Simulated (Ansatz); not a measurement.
Total density of states per atom from the program Ansatz at the LDA level (PAW), in 0.25 eV bins, energy from the Fermi level:

```
E (eV) | states/eV/atom
    -7.85 | ####################### 0.61
    -7.60 | ###################### 0.59
    -7.35 | ##################### 0.58
    -7.10 | ###################### 0.59
    -6.85 | ####################### 0.63
    -6.60 |  0.01
    -6.35 |  0.00
    -6.10 |  0.00
    -5.85 |  0.00
    -5.60 |  0.00
    -5.35 |  0.00
    -5.10 |  0.00
    -4.85 |  0.00
    -4.60 |  0.00
    -4.35 | ## 0.04
    -4.10 | ##### 0.13
    -3.85 | ####### 0.19
    -3.60 | ######### 0.24
    -3.35 | ############ 0.32
    -3.10 | ################ 0.44
    -2.85 | ##################### 0.56
    -2.60 | ############################# 0.79
    -2.35 | ############################## 0.81
    -2.10 | ############################ 0.77
    -1.85 | #################### 0.53
    -1.60 | ############# 0.36
    -1.35 | ################ 0.43
    -1.10 | ################# 0.47
    -0.85 | ################## 0.49
    -0.60 | ################## 0.49
    -0.35 | ################## 0.50
    -0.10 | ################## 0.49
     0.15 | ################## 0.48
     0.40 | ################### 0.51
     0.65 | #################### 0.54
     0.90 | ##################### 0.57
     1.15 | ###################### 0.59
     1.40 | ####################### 0.62
     1.65 | ######################## 0.65
     1.90 | ########################### 0.72
     2.15 | ############################# 0.79
     2.40 | ############################ 0.76
     2.65 | ########################### 0.73
     2.90 | ########################## 0.71
     3.15 | ########################## 0.69
     3.40 | ######################### 0.67
     3.65 | ######################## 0.65
     3.90 | ####################### 0.63
     4.15 | ###################### 0.61
     4.40 | ###################### 0.59
     4.65 | ##################### 0.57
```

Which compound is it?
A. Ca, fcc (Cu type)
B. Tc, hcp (Mg type)
C. K, 9R (Sm type)
D. Pb, fcc (Cu type)

D, Pb, fcc (Cu type). Within 0.5 eV of the Fermi level: Pb 6p 86 %, Pb 6s 11 %. Projections are on Löwdin-orthogonalised atomic valence shells; empty p or d shells of many metals are not among them.

Space group Fm-3m (fcc (Cu type)). The cell was relaxed with LDA under the symmetry of its start. Spin–orbit coupling is left out wherever it is not named.

Potentials: the earlier of the program's two PAW sets.
